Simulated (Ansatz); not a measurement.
**Thermal properties of AlCu3 from its phonons**

Method: DFT LDA, scalar-relativistic, plane waves, PAW (Ansatz). Cutoff 420 eV, 12×12×12 k-points (Γ-centred), Fermi-Dirac smearing of 0.15 eV. No spin polarisation. Phonons by linear response, acoustic sum rule imposed.

Equilibrium structure at this level:
```
Al Cu
1.0
     3.58958    0.00000    0.00000
     0.00000    3.58958    0.00000
     0.00000    0.00000    3.58958
Al Cu
1 3
Direct
  0.00000 0.00000 0.00000
  0.50000 0.50000 0.00000
  0.50000 0.00000 0.50000
  0.00000 0.50000 0.50000
```

In a metal, frequencies and elastic constants depend on the k mesh and the smearing, soft modes and shear constants most. Some empty bands missed the eigensolver's threshold.

Force constants from linear response on a 4×4×4 q mesh, interpolated to a fine mesh.

Phonon density of states, in bins of 5 cm⁻¹:
```tsv
bin centre (cm⁻¹)	share of modes (%)
2.5	0.0
7.5	0.0
12.5	0.0
17.5	0.0
22.5	0.0
27.5	0.0
32.5	0.1
37.5	0.1
42.5	0.1
47.5	0.2
52.5	0.2
57.5	0.3
62.5	0.3
67.5	0.4
72.5	0.5
77.5	0.6
82.5	0.7
87.5	0.8
92.5	1.0
97.5	1.2
102.5	1.6
107.5	1.8
112.5	1.7
117.5	1.6
122.5	1.6
127.5	2.6
132.5	3.8
137.5	3.2
142.5	3.7
147.5	4.5
152.5	4.5
157.5	5.3
162.5	4.9
167.5	5.0
172.5	1.1
177.5	1.5
182.5	2.2
187.5	2.5
192.5	2.7
197.5	2.6
202.5	1.6
207.5	1.2
212.5	1.3
217.5	2.0
222.5	1.6
227.5	1.1
232.5	0.6
237.5	0.4
242.5	0.2
247.5	0.1
252.5	0.0
257.5	0.0
262.5	0.0
267.5	0.0
272.5	0.0
277.5	0.0
282.5	0.0
287.5	0.6
292.5	3.2
297.5	3.2
302.5	4.0
307.5	5.9
312.5	5.9
317.5	1.7
322.5	0.6
```

Problem. What is the zero-point energy per atom?

Solution. 35.8 meV.

Problem. How large are the vibrational entropy and heat capacity at 300 K?

Solution. S = 3.58 k_B and C_V = 2.77 k_B per atom, 92 % of the Dulong–Petit value.

Problem. Tabulate them against temperature.

Solution.
```
T (K) F_vib (meV/atom) S (k_B/atom) C_V (k_B/atom)
  100              33.0          1.01            1.69
  200              17.6          2.50            2.53
  300              -8.9          3.58            2.77
  400             -43.4          4.40            2.87
  500             -84.2          5.04            2.91
  600            -130.0          5.58            2.94
  700            -180.1          6.03            2.96
  800            -233.8          6.43            2.97
  900            -290.7          6.77            2.97
 1000            -350.4          7.09            2.98
```

Whether AlCu3 exists in this form wasn't checked.

Cost: 1 run of about 2.3 core-hours, on Arm Neoverse V1 (shared hosts).